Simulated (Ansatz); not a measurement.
Squeezing Mn (sc type)

```
CELL_PARAMETERS angstrom
2.22921 0.00000 0.00000
0.00000 2.22921 0.00000
0.00000 0.00000 2.22921
ATOMIC_POSITIONS crystal
Mn 0.00000 0.00000 0.00000
```

The cell comes from a relaxation on PAW files under the same functional, begun from a prototype that needn't be the stable phase.

Its volume is scaled at fixed shape and fractional positions.

Level of theory: DFT with LDA, scalar-relativistic, in Ansatz 0.2.0; a Γ-centred 19×19×19 k mesh, Fermi–Dirac smearing of 0.1 eV, spin-polarised from start moments Mn 3 μB. LAPW: all electrons, basis error target 1 meV/atom; PAW: frozen-core files, cutoff 420 eV; crystal datasets: all electrons, by PAW datasets that the program makes for each cell; norm-conserving: pseudopotentials, cutoff 1306 eV.

Energies are extrapolated to zero smearing and count from the unscaled cell; pressure is positive in compression; gaps take the mesh and a band path. No temperature or zero-point motion is included.

Antiferromagnetic order, which Cr and Mn prefer near zero pressure, wasn't tried. The start moments died away, and the runs ended non-magnetic. The PAW files were made under PBE. The structure type is held throughout; the real material can change phase at far lower pressure.

```csv
V/V0,V (Å³/atom),P LAPW (GPa),ΔE LAPW (eV/atom),P PAW − LAPW (GPa),ΔE PAW − LAPW (meV/atom)
1.00,11.08,0.03,0.000,-0.01,0.0
0.95,10.52,14.51,0.022,-0.03,-0.1
0.85,9.42,58.2,0.256,-0.16,-0.7
0.75,8.31,134.1,0.891,-0.49,-2.7
0.65,7.20,?,2.241,-1.60,-8.9
0.55,6.09,530.4,4.909,-8.32,-36.5
0.45,4.98,1073,10.205,-47.83,-193.1
0.40,4.43,1576,14.716,-110.34,-453.3
```

(1) Fill in "P LAPW (GPa)" for the row "0.65".

(2) Fit the Vinet equation to the LAPW pressures over the whole range, with residuals weighted by 1/(|P| + 0.03·Pmax).

(3) At the smallest volume, how far do crystal datasets and norm-conserving lie from LAPW in pressure?

(4) How do the Löwdin populations by LAPW change from the unscaled cell to the last row?

Results:

(1) 270.9.

(2) V0 = 11.10 Å³/atom, B0 = 236 GPa and B0′ = 4.82, and the fit misses no point by more than 23 GPa. A fit over so wide a range pins B0 less well than one near rest.

(3) crystal datasets: 0.00 GPa; norm-conserving: -31.45 GPa, on a LAPW pressure of 1576 GPa.

(4) Mn 3s 1.96 → 1.86, Mn 4s 0.82 → 0.49, Mn 3p 5.99 → 5.93, Mn 3d 6.09 → 6.63 electrons an atom. These are projections on the shells that the free atoms fill; 0.14 e a cell lies outside them at the start and 0.08 e at the end.
